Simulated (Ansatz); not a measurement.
A run on LuPd: DFT, LDA, norm-conserving pseudopotentials, Ansatz's default files, scalar-relativistic (Ansatz 0.2.0).

Command: `ansatz run input.yaml --threads 1 --pin off --max-ram 2048MiB --backend cpu --events-out ev --progress --plain --runs-dir out`

```yaml
crystal:
  lattice:
    - [3.032192166, 0.0, 0.0]
    - [0.0, 3.032192166, 0.0]
    - [0.0, 0.0, 3.032192166]
  atoms:
    - { symbol: Lu, position: [0.0, 0.0, 0.0] }
    - { symbol: Pd, position: [0.5, 0.5, 0.5] }
kpoints:
  mp_grid: { grid: [11, 11, 11] }
scf:
  occupations: { method: fermi_dirac, width: 0.05 }
hamiltonian:
  xc: lda
  pseudopotentials: { kind: nc }
output:
  forces: true
  stress: true
  eigenvalues: true
  populations: true
```

Question: How does the run end?

Answer: It is refused before any iteration. The log ends:
```
Error: no pseudopotential record for Lu at <dir> Nothing was run.
  By this build's list the table `kind: nc`, `accuracy: standard` of `hamiltonian.pseudopotentials` has no Lu in this build's library.
Fix: take Lu from another table that serves this run, or name a record of your own for Lu alone.
  `kind`, and `accuracy` or `source` (`level` with this project's own files alone, `core` of norm-conserving files with no table named), under `hamiltonian.pseudopotentials` apply to every element of the deck. For LDA this build's library has files of Lu, which may not all serve this run, under
    kind: paw      source: jth
  To change Lu alone, name a record of the deck's `kind` under `hamiltonian.pseudopotentials.azcp`, as `Lu: <path>` (`python -m ansatz.pseudopotential add <file.upf> <file.azcp>` makes one from a UPF file).
  `python` is the interpreter of the environment that holds the engine's wheel, or a checkout's `.venv/bin/python`.
```
